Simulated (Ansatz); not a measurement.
InP:
```cif
data_In2P2
_chemical_formula_sum 'In2 P2'
_space_group_name_H-M_alt 'P63/mmc'
_space_group_IT_number 194
_space_group_name_Hall '-P 6c 2c'
_cell_length_a 3.88415
_cell_length_b 3.88415
_cell_length_c 6.61377
_cell_angle_alpha 90.000
_cell_angle_beta 90.000
_cell_angle_gamma 120.000
loop_
_atom_site_label
_atom_site_type_symbol
_atom_site_symmetry_multiplicity
_atom_site_Wyckoff_symbol
_atom_site_fract_x
_atom_site_fract_y
_atom_site_fract_z
_atom_site_occupancy
In1 In 2 a 0.00000 0.00000 0.00000 1
P1 P 2 c 0.33333 0.66667 0.25000 1
```

Relaxed at zero pressure with PBE in the plane-wave PAW code Ansatz.

Task: The volume is lowered by 9 % and shape and atoms relax at that volume. What pressure results, and how do the axes share the change?

Result: 8.4 GPa; a -3.4 %, b -3.4 %, c -2.4 %; the energy rises by 47 meV/atom.

Task: Give the new structure.

Result: 
Space group P6₃/mmc (No. 194); a = b = 3.751 Å, c = 6.455 Å, α = β = 90.00°, γ = 120.00°

| atom | site | symmetry | x | y | z |
|---|---|---|---|---|---|
| In | 2a | -3m. | 0.0000 | 0.0000 | 0.0000 |
| P | 2c | -6m2 | 0.3333 | 0.6667 | 0.2500 |

The phase is kept; no other phase was compared at this pressure.

Space group P6_3/mmc (NiAs type). The start of the workflow was typed in or built on a structure type; neither database checked (COD, Materials Project) lists it. It is not the phase usual at ambient conditions (space group No. 216). Symmetry was held in the PBE relaxation; whether a distortion lowers the energy is not shown.

Potentials: the later of the program's two PAW sets.
